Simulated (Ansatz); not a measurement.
LaSiNi:
```
CELL_PARAMETERS angstrom
     -2.09415     2.09415     6.98557
      2.09415    -2.09415     6.98557
      2.09415     2.09415    -6.98557
ATOMIC_POSITIONS crystal
  La 0.00219 0.00219 0.00000
  La 0.75219 0.25219 0.50000
  Si 0.58164 0.58164 0.00000
  Si 0.33164 0.83164 0.50000
  Ni 0.16245 0.66245 0.50000
  Ni 0.41245 0.41245 0.00000
```

Relaxed with r²SCAN. Special points in fractions of this cell's reciprocal vectors: Γ (0.000, 0.000, 0.000); X (0.000, 0.000, 0.500); P (0.250, 0.250, 0.250); N (0.000, 0.500, 0.000); M (0.500, 0.500, -0.500); S (0.272, 0.728, -0.272); S0 (-0.272, 0.272, 0.272); R (-0.045, 0.045, 0.500); G (0.500, 0.500, -0.045).

Question: List the band energies nearest the Fermi level at these points for the program Ansatz at the r²SCAN level (PAW).

Answer: In eV from the Fermi level; about four levels below and three above (degenerate sets whole), none deeper than 8.9 eV; points with the same levels are listed once.

```tsv
k	below	above
Γ	-1.71 -1.58 -0.42 -0.42	0.23 0.23 0.34
X	-1.06 -1.06 -0.49 -0.49	0.51 0.51 2.71 2.71
P	-1.05 -1.05 -0.53 -0.53	0.54 0.54 2.69 2.69
N	-1.45 -0.90 -0.58 -0.41	0.64 1.04 1.33
M	-1.08 -1.08 -0.35 -0.35	0.16 0.16 0.56 0.56
S	-1.37 -0.95 -0.92 -0.10	0.51 0.80 1.50
R	-1.02 -1.02 -0.50 -0.50	0.50 0.50 2.69 2.69
```

Space group I4_1md. The first step of the workflow began from a Materials Project structure, measured or hypothetical; the Crystallography Open Database copy checked does not list it. With Si and Ni taken as one species the cell has the higher symmetry I4_1/amd, so it may be an ordered model of a mixed-site phase. Whether it is the stable phase at ambient conditions was not checked. The cell was relaxed with r²SCAN under the symmetry of its start; whether a distortion lowers the energy is not shown. No spin polarisation was allowed. Spin–orbit coupling is left out wherever it is not named.

Potentials: the later of the program's two PAW sets.
